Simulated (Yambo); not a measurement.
G0W0@PBEsol for Au₂S (space group Pn-3m, No. 224) in Yambo. Reference settings: 2×2×2 Γ-centred k mesh, bands 17 to 286 and a 8 Ry block in the screening, 286 bands in G with the Bruneval-Gonze terminator, plasmon pole fitted at 27.2 eV. The PBEsol gap Γ → Γ on this mesh is 2.01 eV; G0W0 gaps are taken between the same points.

With and without the terminator, as bands are cut:

| bands in G (in W) | gap, terminator (eV) | gap, none (eV) | valence shift, terminator (eV) | valence shift, none (eV) |
|---|---|---|---|---|
| 115 (286) | 2.592 | 2.278 | -0.449 | 0.134 |
| 189 (286) | 2.598 | 2.423 | -0.493 | -0.198 |
| 286 (286) | 2.596 | 2.500 | -0.499 | -0.348 |

Over this range the gap spans 0.006 eV with the terminator and 0.222 eV without, the valence shift 0.050 eV and 0.482 eV. Neither column has reached its limit for certain.

Spin-orbit coupling is not included.

Geometry of the Materials Project entry, not relaxed at this level; primitive cell a = 5.274 Å, b = 5.274 Å, c = 5.274 Å, α = 90.00°, β = 90.00°, γ = 90.00°.

A shift is the quasiparticle energy of the state minus its PBEsol energy.
